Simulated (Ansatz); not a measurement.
ZnF₂:
Space group P4₂/mnm (No. 136); a = 4.8008 Å, b = 4.8008 Å, c = 3.1752 Å, α = 90.00°, β = 90.00°, γ = 90.00°

| atom | site | symmetry | x | y | z |
|---|---|---|---|---|---|
| Zn | 2a | m.mm | 0.0000 | 0.0000 | 0.0000 |
| F | 4f | m.2m | 0.3044 | 0.3044 | 0.0000 |

Relaxed with PBE.

Q: Which orbitals make up the states near the band edges in PBE (plane waves, PAW; program Ansatz)?

A: Top 1 eV of the valence band: F 2p 64 %, Zn 3d 35 %. Bottom 1 eV of the conduction band: Zn 4s 76 %, F 2s 16 %, F 2p 7 %. Projections are on Löwdin-orthogonalised atomic valence shells; empty p or d shells of many metals are not among them.

Q: Tabulate the density of states.

A: States/eV per cell of 6 atoms, in 0.25 eV bins, energy from the valence-band maximum.

```
E (eV)  total   F 2p  Zn 3d  Zn 4s
------  -----  -----  -----  -----
-5.86    0.00   0.00   0.00   0.00
-5.61    0.21   0.14   0.03   0.03
-5.36    1.26   0.81   0.28   0.15
-5.11    3.04   1.92   0.80   0.29
-4.86    6.16   3.97   1.62   0.50
-4.61    5.26   3.06   1.83   0.33
-4.36   15.67   7.31   8.10   0.19
-4.11    4.20   2.25   1.82   0.09
-3.86    7.85   4.02   3.58   0.16
-3.61    7.97   3.44   4.36   0.10
-3.36   11.35   4.15   7.00   0.11
-3.11   16.35   3.46  12.76   0.06
-2.86   12.13   2.30   9.63   0.13
-2.61   10.15   4.17   5.75   0.12
-2.36    6.66   3.62   2.92   0.03
-2.11    5.01   2.62   2.25   0.07
-1.86    6.84   4.47   2.20   0.07
-1.61    7.57   4.93   2.50   0.05
-1.36    9.53   7.69   1.70   0.06
-1.11   17.21  13.98   3.08   0.04
-0.86    4.50   3.17   1.27   0.02
-0.61    4.01   2.54   1.42   0.01
-0.36    7.75   4.88   2.80   0.01
-0.11    5.32   3.30   1.99   0.01
0.14     0.00   0.00   0.00   0.00
0.39     0.00   0.00   0.00   0.00
0.64     0.00   0.00   0.00   0.00
0.89     0.00   0.00   0.00   0.00
1.14     0.00   0.00   0.00   0.00
1.39     0.00   0.00   0.00   0.00
1.64     0.00   0.00   0.00   0.00
1.89     0.00   0.00   0.00   0.00
2.14     0.00   0.00   0.00   0.00
2.39     0.00   0.00   0.00   0.00
2.64     0.00   0.00   0.00   0.00
2.89     0.00   0.00   0.00   0.00
3.14     0.00   0.00   0.00   0.00
3.39     0.00   0.00   0.00   0.00
3.64     0.02   0.00   0.00   0.02
3.89     0.09   0.00   0.00   0.07
4.14     0.13   0.01   0.00   0.10
4.39     0.18   0.02   0.00   0.13
4.64     0.22   0.02   0.00   0.17
4.89     0.27   0.03   0.00   0.20
5.14     0.32   0.04   0.00   0.24
5.39     0.38   0.05   0.00   0.28
5.64     0.49   0.07   0.00   0.36
5.89     0.56   0.09   0.00   0.41
6.14     0.58   0.09   0.00   0.42
6.39     0.61   0.10   0.00   0.45
6.64     0.84   0.14   0.00   0.61
6.89     1.09   0.19   0.00   0.80
7.14     1.16   0.20   0.00   0.86
7.39     1.23   0.22   0.00   0.91
7.64     1.35   0.23   0.00   1.00
7.89     1.80   0.31   0.00   1.33
8.14     1.37   0.24   0.00   1.01
8.39     1.22   0.22   0.00   0.90
```

Space group P4_2/mnm (rutile). The cell was relaxed with PBE under the symmetry of its start.

Potentials: the later of the program's two PAW sets.
